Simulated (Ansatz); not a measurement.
## Structures of CdP: which is lowest?

Plane-wave DFT in Ansatz with scalar-relativistic PAW potentials, cutoff 420 eV, Γ-centred meshes chosen by cell and gap, Gaussian smearing with energies taken to zero width. Every cell was relaxed (cell and atoms) in a run of its own, within the symmetry of its start. Functional: PBE.

Relaxed structures (starts from databases or built by putting these elements on another compound's sites):
A. Cmcm, 4 atoms in the computed cell, a = 3.649 Å, b = 14.529 Å, c = 3.198 Å; sites (symmetry × multiplicity) Cd m2m × 4, P m2m × 4; start: built
B. F-43m, 2 atoms in the computed cell, a = 5.907 Å; sites (symmetry × multiplicity) Cd -43m × 4, P -43m × 4; start: built
C. Fm-3m, 2 atoms in the computed cell, a = 5.464 Å; sites (symmetry × multiplicity) Cd m-3m × 4, P m-3m × 4; start: built
D. P-6m2, 2 atoms in the computed cell, a = 2.867 Å, c = 5.413 Å; sites (symmetry × multiplicity) Cd -6m2 × 1, P -6m2 × 1; start: built
E. P4/mmm, 4 atoms in the computed cell, a = 3.780 Å, c = 2.747 Å; sites (symmetry × multiplicity) Cd 4/mmm × 1, P 4/mmm × 1; start: built

Problem. Rank them by energy. Could pressure change the order?

Solution.
```csv
structure,group,E − E(lowest) (meV/atom),V (Å³/atom),gap on mesh (eV)
A,Cmcm,0.0,21.19,0.00
C,Fm-3m,84,20.39,0.00
B,F-43m,128,25.77,0.00
E,P4/mmm,227,19.62,0.00
D,P-6m2,352,19.26,0.00
```

A is lowest, 84 meV/atom under C. C is denser by 0.80 Å³/atom, so pressure favours it: ΔE/ΔV, with ΔE in eV and 1 eV/Å³ = 160.2 GPa, gives about 17 GPa for equal enthalpy if both cells were rigid; at such pressures compression changes ΔV much, so this is a scale only. Other structures may lie lower than all of these, and vibrations aren't counted.